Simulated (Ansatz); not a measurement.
Consider the following.

CuAu (CuAu type, space group P4/mmm)

```yaml
crystal:
  lattice:
    - [2.88152, 0.00000, 0.00000]
    - [0.00000, 2.88152, 0.00000]
    - [0.00000, 0.00000, 3.61476]
  atoms:
    - { symbol: Cu, position: [0.50000, 0.50000, 0.50000] }
    - { symbol: Au, position: [0.00000, 0.00000, 0.00000] }
```

In this cell atom 2 (Au, nearest neighbour Cu at 2.724 Å; its periodic images, 2.9 Å or more away, move with it) is moved by u·(0.707, 0.707, 0.000) + v·(0.000, 0.000, 1.000); the rest is frozen.

These are PBE (plane waves to 420 eV, PAW, scalar-relativistic; Ansatz, a first-principles code) values and carry that method's errors. k mesh 13×13×10 (Γ-centred), Fermi-Dirac smearing 0.05 eV. E stands for the smeared free energy. Points where atoms come too close for the PAW data are left out (x in tables, blank in figures). With partly filled bands, energies and forces of such displacements shift with the k mesh and the smearing. CuAu is run without spin polarisation. CuAu was relaxed with its symmetry unable to fall. Spin-orbit coupling is left out, though Au is heavy. ΔE is measured from the undisplaced structure. Axes are in Å.

The scan covers u from -0.680 to 0.680 Å in 7 points and v from -0.680 to 0.680 Å in 7 points.

**Question.** In which direction of the plane is the atom held most weakly?

**Answer.** Along u.

**Question.** What are the two principal curvatures of the energy at the centre?

**Answer.** 3.4 and 6.1 eV/Å².

(For displaced atoms, the force is minus the slope of the energy, and its curvature is a force constant, which sets phonon frequencies.)
